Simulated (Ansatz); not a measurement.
InSb:
```xyz
2
Lattice="0.0000 2.9897 2.9897 2.9897 0.0000 2.9897 2.9897 2.9897 0.0000" Properties=species:S:1:pos:R:3 pbc="T T T"
In     0.0000     0.0000     0.0000
Sb     2.9897     2.9897     2.9897
```

Relaxed with LDA. Special points in fractions of this cell's reciprocal vectors: Γ (0.000, 0.000, 0.000); X (0.500, 0.000, 0.500); U (0.625, 0.250, 0.625); K (0.375, 0.375, 0.750); L (0.500, 0.500, 0.500); W (0.500, 0.250, 0.750).

Problem. List the band energies nearest the Fermi level at these points for DFT-LDA in the program Ansatz with PAW potentials.

Solution. In eV from the Fermi level; about four levels below and three above (degenerate sets whole), none deeper than 8.9 eV; points with the same levels are listed once.

| k | below | above |
|---|---|---|
| Γ | -0.07 -0.02 -0.02 -0.02 | 6.30 6.30 6.30 |
| X | -4.77 -3.35 -2.28 -2.28 | 3.25 8.73 8.73 |
| U | -5.39 -4.25 -1.62 -0.40 | 5.18 6.27 7.21 |
| L | -6.77 | 0.44 0.44 2.30 |
| W | -8.48 -5.16 -3.78 -3.78 | 2.20 3.51 6.44 6.44 |

Space group Fm-3m (rock salt). The workflow started from a Materials Project entry (that database holds measured and hypothetical structures alike); the Crystallography Open Database copy checked does not list it. It is not the phase usual at ambient conditions (space group No. 216). Symmetry was held in the LDA relaxation; whether a distortion lowers the energy is not shown. Scalar-relativistic: spin–orbit coupling is off unless named, which matters more the heavier the elements.

Potentials: the later of the program's two PAW sets.
